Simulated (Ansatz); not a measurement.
MgRh:
```xyz
2
Lattice="3.0475 0.0000 0.0000 0.0000 3.0475 0.0000 0.0000 0.0000 3.0475" Properties=species:S:1:pos:R:3 pbc="T T T"
Mg     0.0000     0.0000     0.0000
Rh     1.5238     1.5238     1.5238
```

Relaxed with LDA. Special points in fractions of this cell's reciprocal vectors: Γ (0.000, 0.000, 0.000); X (0.000, 0.500, 0.000); M (0.500, 0.500, 0.000); R (0.500, 0.500, 0.500).

Task: List the band energies nearest the Fermi level at these points for LDA in the plane-wave PAW code Ansatz.

Result: In eV from the Fermi level; about four levels below and three above (degenerate sets whole), none deeper than 8.9 eV; … stands for higher levels left out; points with the same levels are listed once.

```tsv
k	below	above
Γ	-3.12 -3.12 -0.16 -0.16 -0.16	…
X	-2.58 -1.29 -1.29 -0.01	1.85 …
M	-4.06 -2.71 -1.13 -1.13	0.74 0.74 0.76
R	-3.28 -3.28 -3.28	0.83 0.83 …
```

Space group Pm-3m (CsCl type). The workflow started from a Materials Project entry (that database holds measured and hypothetical structures alike); the Crystallography Open Database files this formula in space group No. 221, but the cells were not matched. Its standing as an ambient phase is unchecked. The LDA relaxation kept the symmetry of its start; of distortions, only those at the zone centre were tested. No spin polarisation was allowed. Scalar-relativistic: spin–orbit coupling is off unless named, which matters more the heavier the elements.

Potentials: the later of the program's two PAW sets.
